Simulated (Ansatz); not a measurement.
# Sb: computed DOS

```
CELL_PARAMETERS angstrom
2.15060 1.24165 3.74400
-2.15060 1.24165 3.74400
0.00000 -2.48330 3.74400
ATOMIC_POSITIONS crystal
Sb 0.23364 0.23364 0.23364
Sb 0.76636 0.76636 0.76636
```

The cell is a measured one (Crystallography Open Database entry 9009654); the temperature and pressure of the measurement aren't taken into account, and nothing was relaxed.

Spin–orbit coupling is left out, though it moves levels of the heavy atoms by tenths of an eV or more.

Computed with DFT, PBEsol, all-electron LAPW, scalar-relativistic (Ansatz 0.2.0).

Settings: a Γ-centred 9×9×9 k mesh, Fermi–Dirac smearing of 0.05 eV, basis error target 0.5 meV/atom, no spin polarisation.

States per eV and cell, averaged over 0.4 eV, from -5.8 to 3.6 eV, with energies (bin centres) from the Fermi level; empty bins are left out. 

```csv
E (eV),total
-5.7,0.07
-5.3,0.55
-4.9,0.82
-4.5,0.83
-4.1,1.07
-3.7,1.43
-3.3,1.54
-2.9,1.48
-2.5,1.55
-2.1,1.56
-1.7,1.41
-1.3,1.26
-0.9,1.05
-0.5,0.45
-0.1,0.03
0.3,0.25
0.7,1.66
1.1,1.58
1.5,1.33
1.9,1.82
2.3,1.45
2.7,1.18
3.1,1.17
3.5,1.45
```
